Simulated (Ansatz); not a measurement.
MgCu₃H (anti-perovskite, Pm-3m) is relaxed with the program Ansatz at the r²SCAN level (PAW). What lattice parameters of the conventional cell result?

a = 3.796 Å.

Is it a metal or does it have a gap at this level?

No gap at this level.

The start of the workflow was typed in or built on a structure type; neither database checked (COD, Materials Project) lists it. Its standing as an ambient phase is unchecked. The r²SCAN relaxation kept the symmetry of its start; its stability against distortions is not shown here. The run is not spin-polarised.

Potentials: the earlier of the program's two PAW sets.
